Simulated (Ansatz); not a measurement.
The elements of this relaxed trial crystal are hidden behind letters.

```
lattice vectors (Å)
  -2.0791    2.0791    8.8828
   2.0791   -2.0791    8.8828
   2.0791    2.0791   -8.8828
fractional positions
X 0.7500 0.2500 0.5000
Z 0.4206 0.9206 0.5000
Z 0.0794 0.5794 0.5000
Q 0.8420 0.8420 0.0000
Q 0.5000 0.5000 0.0000
Q 0.1580 0.1580 0.0000
```

Level of theory: DFT PBE, scalar-relativistic, plane waves, PAW in Ansatz. Plane waves to 420 eV, a 12×12×12 mesh through Γ for the 6-atom cell and 0.10 eV Gaussian smearing; no spin polarisation.

* Space group: I-4m2 (No. 119)
* Conventional cell: a = 4.158 Å, c = 17.766 Å
* Volume per atom: 25.60 Å³
* Density: 5.18 g/cm³
* Energy over the elements: −0.30 eV/atom
* Gap on the 12×12×12 mesh of the 6-atom cell: 0 eV (the bands meet within 0.015 eV)

Energies are uncorrected and count from the elements' standard states at the same level.

Q: X is a p-block element of period 5, Z is a p-block element of period 4 and Q is a p-block element of period 4. Which elements are they?

A: X = In, Z = Ga, Q = As, so the formula is InGa2As3. Density times volume gives a mean mass of 5.18 × 25.60/1.6605 = 79.9 u per atom, and this set has 79.8 u. Around In lie 4 As at 2.64 Å; Ga has 4 As at 2.50–2.51 Å; As on a site of symmetry 2mm has 2 Ga at 2.50 Å and 2 In at 2.64 Å; 1 more site not described. Other sets within the hints have nearly the same mass, so mass alone doesn't settle it; this one was computed.

The zero gap may come from the functional, which often closes small gaps. A later test with randomly moved atoms came back to the same energy, though modes that don't fit the test's cell weren't probed.
